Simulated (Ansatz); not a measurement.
**Levels of theory for Ga4AsN3 (ordering on zincblende)**

All numbers come from Ansatz 0.2.0. These are computed values for a non-magnetic cell that may be hypothetical; none is a measurement.

Structure: Ga4AsN3, ordered on the zincblende lattice (Amm2) with 8 atoms a cell, at its r2SCAN minimum. It is orthorhombic, Amm2 (No. 38); a = 3.374 Å, b = 6.854 Å, c = 9.639 Å in the conventional setting, 13.93 Å³ an atom. N has 4 Ga at 2.01–2.07 Å; N has 4 Ga at 1.94–2.12 Å; As has 4 Ga at 2.27–2.29 Å; Ga has 4 N at 2.07–2.12 Å; Ga has 3 N at 2.01 Å and 1 As at 2.29 Å; Ga has 2 N at 1.94 Å and 2 As at 2.27 Å.

```cif
data_structure
_symmetry_space_group_name_H-M 'Amm2'
_symmetry_Int_Tables_number 38
_cell_length_a 3.3735
_cell_length_b 6.8545
_cell_length_c 9.6391
_cell_angle_alpha 90.000
_cell_angle_beta 90.000
_cell_angle_gamma 90.000
_cell_volume 222.89
loop_
_atom_site_label
_atom_site_type_symbol
_atom_site_symmetry_multiplicity
_atom_site_Wyckoff_symbol
_atom_site_fract_x
_atom_site_fract_y
_atom_site_fract_z
_atom_site_occupancy
N1 N 2 a 0.00000 0.50000 0.50157 1
N2 N 4 e 0.50000 0.25167 0.74881 1
As1 As 2 a 0.00000 0.50000 0.00389 1
Ga1 Ga 2 b 0.50000 0.50000 0.37692 1
Ga2 Ga 4 d 0.00000 0.77613 0.13697 1
Ga3 Ga 2 b 0.50000 0.50000 0.84607 1
```

Relaxed lattice by functional, symmetry kept:
```
functional  k mesh  a (Å)  b (Å)  c (Å)  volume (Å³/atom)
       PBE   8×4×4  3.402  6.944  9.790             14.45
    r2SCAN   8×4×4  3.374  6.854  9.639             13.93
```

On this one geometry the levels give:

| level | k mesh | gap (eV) | kind | edges | least direct gap (eV) | rough cost |
| --- | --- | --- | --- | --- | --- | --- |
| PBE | 8×6×6 | none (overlap 0.57) | – | – | – | 80 core-seconds |
| PBE+SOC | 8×6×6 | none (overlap 0.56) | – | – | – | 8 core-minutes |
| r2SCAN | 8×6×6 | none (overlap 0.54) | – | – | – | 2.3 core-minutes |
| HSE06 | 4×4×4 | none (overlap 0.32) | – | – | – | 12 core-minutes |

All runs use a smearing of 0.02 eV.
Wave cutoffs: 420 eV, 500 eV (r2SCAN).
Points off the special ones are mesh points or PBE's searched band edges, reused at the other levels.
Costs come from shared machines and give only the order; PBE's includes the band path. The runs had 4 threads of Arm Neoverse V1, on a shared host.

HSE06 gives no gap: the lowest nominally empty band dips 0.32 eV below the top of the last filled one (its bottom at Γ–Z (0.20 of the way from Γ), the top at Γ–S (0.50 of the way from Γ)), so the cell is a metal or semimetal at this level. (A hybrid can keep a metallic filling that it started from; no other start was tried.) PBE+SOC gives no gap: the lowest nominally empty band dips 0.56 eV below the top of the last filled one (its bottom at Γ–Z (0.20 of the way from Γ), the top at Σ₀–Γ (0.50 of the way from Σ₀)), so the cell is a metal or semimetal at this level.

No level opens a gap.

Only the levels marked +SOC include spin-orbit coupling.

The meshes of the hybrids are coarse, so their gaps aren't converged to the digits shown.
